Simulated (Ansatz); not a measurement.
## Does relaxation matter for the field gradients of MgV2PbO2F8?

Start: a Materials Project structure (computed, not necessarily an observed phase), taken as it stands.

Space group P-1 (No. 2); a = 5.4710, b = 6.6370, c = 7.7578 Å, α = 104.89°, β = 95.60°, γ = 113.77°.

```csv
site,Wyckoff,site symmetry,x,y,z
Mg,1b,-1,0.0000,0.0000,0.5000
V,2i,1,0.3927,0.7058,0.2924
Pb,1a,-1,0.0000,0.0000,0.0000
O,2i,1,0.2552,0.4248,0.1819
F7,2i,1,0.2862,0.8491,0.1346
F9,2i,1,0.7620,0.8679,0.2414
F11,2i,1,0.6389,0.7738,0.5196
F13,2i,1,0.1547,0.7694,0.4409
```

One atom of each set is listed.

The numbers come from a DFT calculation in Ansatz (PBE, plane waves and PAW, scalar-relativistic, collinear spin, 420 eV cutoff, Γ-centred 4×4×3 k-points, Fermi–Dirac smearing 0.02 eV). Start moments as typed (μB): 1 on each V, none on the rest.

The largest force at the start is 1.5 eV/Å. Relaxing the ions at fixed cell moves them by 0.260 Å at most (atom 13, F) and 0.162 Å rms. End positions:

Mg (0.0000, 0.0000, 0.5000)
V (0.3883, 0.7093, 0.2848)
Pb (0.0000, 0.0000, 0.0000)
O (0.2858, 0.4361, 0.1819)
F7 (0.2772, 0.8337, 0.1162)
F9 (0.7602, 0.8943, 0.2477)
F11 (0.6226, 0.7941, 0.5194)
F13 (0.1183, 0.7448, 0.4101)

```json
{"site": "Mg", "moved (Å)": "0.000", "first shell before": "6 F at 1.99–2.04 Å", "first shell after": "6 F at 2.01–2.03 Å", "V_zz before (10²¹ V/m²)": "1.36", "η before": "0.91"}
{"site": "V", "moved (Å)": "0.074", "first shell before": "1 O at 1.64 Å, 4 F at 1.91–2.00 Å", "first shell after": "1 O at 1.61 Å, 4 F at 1.89–2.00 Å", "V_zz before (10²¹ V/m²)": "6.36", "η before": "0.53"}
{"site": "Pb", "moved (Å)": "0.000", "first shell before": "4 F at 2.46–2.52 Å, 2 O at 2.51 Å", "first shell after": "4 F at 2.43–2.52 Å, 2 O at 2.58 Å", "V_zz before (10²¹ V/m²)": "-16.53", "η before": "0.78"}
{"site": "O", "moved (Å)": "0.153", "first shell before": "1 V at 1.64 Å", "first shell after": "1 V at 1.61 Å", "V_zz before (10²¹ V/m²)": "1.42", "η before": "0.86"}
{"site": "F7", "moved (Å)": "0.143", "first shell before": "1 V at 1.91 Å", "first shell after": "1 V at 1.89 Å, 1 Pb at 2.43 Å, angle 153°", "V_zz before (10²¹ V/m²)": "10.46", "η before": "0.18"}
{"site": "F9", "moved (Å)": "0.174", "first shell before": "1 V at 2.00 Å, 1 Mg at 2.04 Å, angle 100°; also 1 Pb at 2.52 Å", "first shell after": "1 V at 2.00 Å, 1 Mg at 2.02 Å, angle 102°; also 1 Pb at 2.52 Å", "V_zz before (10²¹ V/m²)": "7.65", "η before": "0.68"}
{"site": "F11", "moved (Å)": "0.189", "first shell before": "1 V at 1.94 Å, 1 Mg at 1.99 Å, angle 104°", "first shell after": "1 V at 1.93 Å, 1 Mg at 2.01 Å, angle 105°", "V_zz before (10²¹ V/m²)": "8.01", "η before": "0.43"}
{"site": "F13", "moved (Å)": "0.260", "first shell before": "1 V at 1.92 Å, 1 Mg at 2.01 Å, angle 138°", "first shell after": "1 V at 1.90 Å, 1 Mg at 2.03 Å, angle 136°", "V_zz before (10²¹ V/m²)": "9.65", "η before": "0.34"}
```

(1) What are V_zz and η after the relaxation?

Answers

(1) 

| site | V_zz after | η after | change of V_zz |
| --- | --- | --- | --- |
| Mg | 1.33 | 0.99 | -0.03 |
| V | 6.28 | 0.59 | -0.08 |
| Pb | -15.19 | 0.37 | +1.34 |
| O | -1.05 | 0.88 | – |
| F7 | 9.94 | 0.22 | -0.52 |
| F9 | 7.40 | 0.68 | -0.25 |
| F11 | 7.63 | 0.21 | -0.38 |
| F13 | 9.77 | 0.41 | +0.12 |

The largest change of V_zz along a kept axis is on Pb, from -16.53 to -15.19. In per cent, |V_zz| changes by -3 on Mg, -1 on V, -8 on Pb, -5 to +1 on F (all sites that start above 0.5, bar those whose gradient vanishes or changes sign or whose main axis turns by over 40°). Where |V_zz| stays above 0.1 and the axes keep their order, η moves most on Pb, from 0.78 to 0.37. On O the largest principal value lies along another axis in the second run, so the two V_zz can't be compared directly.

Spin–orbit coupling is left out, which shifts gradients on Pb by a few per cent, and by more where contributions nearly cancel. All moments are parallel here, as the start or the cell imposes; many such compounds order antiparallel, where fields and spin densities carried over to other atoms largely cancel. The magnetic order is the one that the run reached from its start moments, not necessarily the measured one.
